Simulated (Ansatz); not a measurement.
Ta₃Ge in space group P4_2/n (No. 86; Ta on 8g, Ta on 8g, Ta on 8g, Ge on 8g), DFT-r²SCAN in the program Ansatz with PAW potentials, all energies at zero smearing, with the estimated change up to a 700 eV cutoff added, with one set of potentials and settings (totals compare only within such a set). Cell of 32 atoms (24 Ta, 8 Ge): -273097.517 eV.

```csv
element,reference phase,E (eV/atom)
Ta,"Im-3m, 1 atoms in the cell",-9944.3222
Ge,"Fd-3m, 2 atoms in the cell",-4302.9041
```

Formation energy per atom, worked out: (-273097.517 − 24×(-9944.3222) − 8×(-4302.9041))/32 = -0.330 eV/atom (-32 kJ per mol of atoms), at 0 K, without zero-point energy or fitted corrections.

The first step of the workflow began from a Materials Project structure, measured or hypothetical; the Crystallography Open Database copy checked does not list it. Whether it is the stable phase at ambient conditions was not checked. The r²SCAN relaxation kept the symmetry of its start; its stability against distortions is not shown here. The run is not spin-polarised. The references are the lowest solids computed at this level, not always the standard phases. Spin–orbit coupling is left out wherever it is not named.

Potentials: the later of the program's two PAW sets.
